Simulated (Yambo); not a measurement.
Yambo run on YSF (space group P4/nmm, No. 129). The wavefunctions are PBEsol (pw.x of Quantum ESPRESSO, ONCV potentials, without SOC) ones on a 4×4×2 mesh (24 occupied bands); a = b = 3.7730 Å, c = 6.8267 Å, α = β = γ = 90.00°.

Yambo input:

```
rim_cut
HF_and_locXC
RandQpts= 1000000
RandGvec= 1 Ry
EXXRLvcs= 84 Ry
VXCRLvcs= 336 Ry
% QPkrange
 1 | 1 | 24 | 25 |
 6 | 6 | 24 | 25 |
 11 | 11 | 24 | 25 |
 12 | 12 | 24 | 25 |
%
```

k points by index: 1 = Γ, 6 = R, 11 = M, 12 = A.

Resulting energies as the program prints them:

```
#    K-point    Band    Eo [eV]    Ehf [eV]    Vxc [eV]    Vnlxc [eV]
#
    1    24    0.000000    -2.774549    -13.56843    -16.34298
    1    25    1.220379    5.960176    -11.47128    -6.731479
    6    24    -0.844808    -4.016842    -13.89505    -17.06708
    6    25    3.973990    9.519168    -12.88959    -7.344415
    11    24    -1.256663    -4.400962    -12.98369    -16.12799
    11    25    4.716767    10.48445    -13.35476    -7.587075
    12    24    -1.302761    -4.482238    -12.83692    -16.01640
    12    25    4.767214    11.01229    -13.80584    -7.560764
```
Exchange alone, without screening.

Geometry of the Materials Project entry, not relaxed at this level.

The structure is a Materials Project entry; no match was found in the copy of COD used, and its stability was not checked.
